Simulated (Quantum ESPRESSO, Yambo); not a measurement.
**Levels of theory for the gap of CaO2H2**

CaO$_{2}$H$_{2}$ (space group P-3m1, No. 164): one geometry, one set of norm-conserving PBEsol (Quantum ESPRESSO, 84 Ry, without SOC) orbitals, self-energies from Yambo (6×6×4 Γ-centred k mesh, 100 bands and a 8 Ry block in the screening, 100 bands in G with the Bruneval-Gonze terminator, plasmon pole fitted at 27.2 eV).

Cell and atoms were relaxed with PBE+D3(BJ) from Materials Project entry mp-23879, within its symmetry.

```csv
level,gap Γ → Γ (eV),rough Yambo cost
PBEsol (Quantum ESPRESSO),4.19,–
exchange only (Hartree-Fock self-energy on PBEsol orbitals),14.45,about 1/20 (12 states)
static COHSEX@PBEsol,7.83,within a factor of two (2 states)
"G0W0@PBEsol, plasmon pole",6.65,1 (12 states)
```

Bare exchange has no screening and gives the widest gap; static COHSEX screens it but leaves out the frequency dependence, which G0W0 restores.

Costs are rough ratios of core time on shared machines.

Nearest settings tried, and what they do to the gap: 64 bands in G: -2 meV; 3 Ry block (35 vectors against 135): -107 meV; 3×3×2 mesh: +7 meV. Not varied: bands in W. So the settings aren't converged at that level.
